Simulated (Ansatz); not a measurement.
# Profile along the Li–H line in LiH (rock salt)

LiH (rock salt), conventional cell a = b = c = 4.0054 Å, α = β = γ = 90.00°. The calculation uses the primitive cell of 2 atoms, to which meshes and values per cell refer.

Fields along a shortest Li–H line of a {100} plane (2.00 Å), from Li to H, interpolated on the slice's grid (step about 0.1 Å). The numbers are results of r2SCAN (plane waves to 500 eV, PAW, scalar-relativistic; Ansatz, an electronic-structure program), not measurements. k mesh 14×14×14. These are valence fields of a PAW run, semicore shells included where kept as valence: close to a nucleus they are smooth pseudo fields. LiH was relaxed with its symmetry unable to fall.

```csv
distance from Li (Å),valence electron density (e/Å³),electron localisation function
0.00,9.49,x
0.20,6.91,x
0.40,2.44,x
0.60,0.33,0.12
0.80,0.10,0.03
1.00,0.13,0.38
1.20,0.21,0.96
1.40,0.36,1.00
1.60,0.69,x
1.80,1.35,x
2.00,1.96,x
```

x: too close to a nucleus for the ELF to mean much.

Density on the Li–H line (2.00 Å) at its density minimum, 0.8 Å from Li: 0.10 e/Å³. ELF at that point: 0.03. Character of the Li–H contact (rough rule: ELF there above 0.7 covalent, below 0.2 ionic, polar between): closed-shell (ionic).
